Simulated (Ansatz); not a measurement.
Values for one crystal, relaxed and computed with the program Ansatz at the r²SCAN level (PAW); other levels are named.

- Volume per atom = 18.67 Å³
- Electronic character = metallic (no gap)
- Density of states at the Fermi level = 0.62 states/eV per atom (mean over ±0.08 eV)
- Formation energy from the elements (no fitted shifts) = -0.83 eV/atom

Pick the material that matches.
A) BaSn, Cmcm (Ba on 4c, Sn on 4c)
B) Al3Pt2, La2O3 or Ni2Al3 type
C) VRe, Cmmm (V on 2c, Re on 2a)
D) LaPt5, P6/mmm (La on 1a, Pt on 2c, Pt on 3g)

D, LaPt5, P6/mmm (La on 1a, Pt on 2c, Pt on 3g)

The workflow started from a Materials Project entry (that database holds measured and hypothetical structures alike); the Crystallography Open Database files this formula in space group No. 191, but the cells were not matched. Its standing as an ambient phase is unchecked. The cell was relaxed with r²SCAN under the symmetry of its start; its stability against distortions is not shown here. No spin polarisation was allowed. The references are the lowest solids computed at this level, not always the standard phases. Scalar-relativistic: spin–orbit coupling is off unless named, which matters more the heavier the elements.

Potentials: the later of the program's two PAW sets.
